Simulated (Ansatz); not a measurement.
**An elastic constant from a strain scan in SnSe**

These are results of DFT r2SCAN, scalar-relativistic, plane waves, PAW (Ansatz), not measurements. Cutoff 500 eV, Γ-centred 4×8×6 k-points, Gaussian smearing of 0.05 eV. No spin polarisation. Energies are free energies at this smearing, counted from the undisturbed cell; pressure is positive in compression.

Reference structure (relaxed at this level):

```yaml
crystal:
  lattice:
    - [11.67937, 0.00000, 0.00000]
    - [0.00000, 4.12631, 0.00000]
    - [0.00000, 0.00000, 4.69273]
  atoms:
    - { symbol: Sn, position: [0.12007, 0.25000, 0.12405] }
    - { symbol: Sn, position: [0.87993, 0.75000, 0.87595] }
    - { symbol: Sn, position: [0.37993, 0.75000, 0.62405] }
    - { symbol: Sn, position: [0.62007, 0.25000, 0.37595] }
    - { symbol: Se, position: [0.85213, 0.25000, 0.48813] }
    - { symbol: Se, position: [0.14787, 0.75000, 0.51187] }
    - { symbol: Se, position: [0.64787, 0.75000, 0.98813] }
    - { symbol: Se, position: [0.35213, 0.25000, 0.01187] }
```

The cell is strained by ε times the Voigt pattern (1, 0, 0, 0, 0, 0) (xx, yy, zz, yz, xz, xy; engineering shear) with fractional coordinates fixed. The cell holds 8 atoms in V0 = 226.16 Å³. The stress column is τ = (1/V0) dE/dε, got from the stress tensor σ (compression positive) at each point as −det(1 + εP) σ : P(1 + εP)⁻¹, with P the pattern as a tensor.

```
      ε  ΔE (meV/atom)  τ (GPa)
-0.0600         42.319   -8.863
-0.0300          9.478   -3.782
 0.0000          0.000    0.006
 0.0150          2.035    1.490
 0.0450         16.329    3.768
 0.0600              ?        ?
```

**Question.** Which combination of elastic constants does this scan measure, and how large is it?

**Answer.** For small ε, τ = τ0 + Kε with K = pᵀCp, which for this pattern is C11 in the Cartesian frame shown. The parabola through τ at ε = -0.0300, 0 and 0.0150 has slope K = 108 GPa at zero. The energies per cell, E = NΔE, of the same two points give K = 2[E(ε₊)/ε₊ − E(ε₋)/ε₋]/[(ε₊ − ε₋)V0] = 114 GPa, in agreement. These are clamped-ion values.

**Question.** Predict the withheld row at ε = 0.0600 from the harmonic law, and compare.

**Answer.** ΔE = V0(τ0 ε + Kε²/2)/N = 34.379 meV/atom and τ = 6.49 GPa. The calculation gives 27.453 meV/atom and 4.61 GPa: the energy lies 20 % below the harmonic value, as bonds soften when stretched.

Forces appear on the atoms along this scan, and letting them relax would lower the energy and soften the response.

Cost: 6 runs of about 9.3 core-minutes in all, on Oxide Virtual Turin-like Processor (Zen 5) (shared hosts).